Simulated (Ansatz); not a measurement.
**BAs, first-principles data**

BAs:
```
CELL_PARAMETERS angstrom
      3.45880     0.00000     0.00000
     -1.72940     2.99541     0.00000
      0.00000     0.00000     7.48158
ATOMIC_POSITIONS crystal
  B  0.50000 0.00000 0.50000
  B  0.00000 0.50000 0.16667
  B  0.50000 0.50000 0.83333
  As 0.50000 0.00000 0.00000
  As 0.00000 0.50000 0.66667
  As 0.50000 0.50000 0.33333
```

Space group P6_222 (No. 180); conventional cell a = b = 3.459 Å, c = 7.482 Å, α = β = 90.00°, γ = 120.00°.

Method: PBE in the plane-wave PAW code Ansatz. Structure relaxed to zero pressure with the same functional. Other levels are named where they apply.

Cell and energy:

| Quantity | Value |
|---|---|
| Volume per atom | 12.92 Å³ |
| Density | 5.51 g/cm³ |
| Formation energy from the elements (no fitted shifts) | 0.42 eV/atom |

Electronic structure:

| Quantity | Result |
|---|---|
| Band gap | 0.48 eV (indirect) |
| Valence-band maximum | at Γ |
| Conduction-band minimum | at M (3 equivalent valleys) |
| Smallest direct gap on the standard path | 2.13 eV |
| Electron effective mass | 0.21, 0.33, 0.35 mₑ (principal values) |
| Hole effective mass | 0.18, 0.45, 0.45 mₑ (principal values) |
| Gap with spin–orbit coupling | 0.47 eV (the band order may be inverted) |

Mechanics:

| Property | Value |
|---|---|
| Bulk modulus (Birch–Murnaghan fit) | 136 GPa |
| Pressure derivative B′ | 4.3 |

The start of the workflow was typed in or built on a structure type; neither database checked (COD, Materials Project) lists it. It is not the phase usual at ambient conditions (space group No. 216). The PBE relaxation kept the symmetry of its start; whether a distortion lowers the energy is not shown. Its formation energy is positive at this level, so the cell may be metastable or incomplete. The references are the lowest solids computed at this level, not always the standard phases. Scalar-relativistic: spin–orbit coupling is off unless named, which matters more the heavier the elements.

Potentials: the earlier of the program's two PAW sets.
